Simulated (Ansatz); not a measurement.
Total density of states per atom from PBEsol (plane waves, PAW; program Ansatz), in 0.25 eV bins, energy from the Fermi level:

| E (eV) | states/eV/atom |
|---|---|
| -7.85 | 0.23 |
| -7.60 | 0.28 |
| -7.35 | 0.35 |
| -7.10 | 0.33 |
| -6.85 | 0.31 |
| -6.60 | 0.28 |
| -6.35 | 0.26 |
| -6.10 | 0.24 |
| -5.85 | 0.22 |
| -5.60 | 0.20 |
| -5.35 | 0.13 |
| -5.10 | 0.09 |
| -4.85 | 0.09 |
| -4.60 | 0.13 |
| -4.35 | 0.15 |
| -4.10 | 0.18 |
| -3.85 | 0.20 |
| -3.60 | 0.22 |
| -3.35 | 0.25 |
| -3.10 | 0.29 |
| -2.85 | 0.34 |
| -2.60 | 0.41 |
| -2.35 | 0.41 |
| -2.10 | 0.41 |
| -1.85 | 0.41 |
| -1.60 | 0.40 |
| -1.35 | 0.39 |
| -1.10 | 0.39 |
| -0.85 | 0.36 |
| -0.60 | 0.40 |
| -0.35 | 0.39 |
| -0.10 | 0.35 |
| 0.15 | 0.38 |
| 0.40 | 0.41 |
| 0.65 | 0.42 |
| 0.90 | 0.44 |
| 1.15 | 0.45 |
| 1.40 | 0.44 |
| 1.65 | 0.51 |
| 1.90 | 0.49 |
| 2.15 | 0.49 |
| 2.40 | 0.54 |
| 2.65 | 0.55 |
| 2.90 | 0.55 |
| 3.15 | 0.54 |
| 3.40 | 0.53 |
| 3.65 | 0.53 |
| 3.90 | 0.52 |
| 4.15 | 0.49 |
| 4.40 | 0.50 |
| 4.65 | 0.55 |

Task: Which compound is it?
A. ZnCu, CsCl type
B. CsHgCl3, cubic perovskite
C. MgTl, CsCl type
D. CuCl, zinc blende

Result: C, MgTl, CsCl type. Within 0.5 eV of the Fermi level: Tl 6p 67 %, Mg 3s 12 %, Tl 6s 12 %, outside the projected shells 7 %. Projections are on Löwdin-orthogonalised atomic valence shells; empty p or d shells of many metals are not among them.

Space group Pm-3m (CsCl type). The workflow started from an entry of the Crystallography Open Database (COD). Its standing as an ambient phase is unchecked. The cell was relaxed with PBEsol under the symmetry of its start; of distortions, only those at the zone centre were tested. Spin–orbit coupling is left out wherever it is not named.

Potentials: the later of the program's two PAW sets.
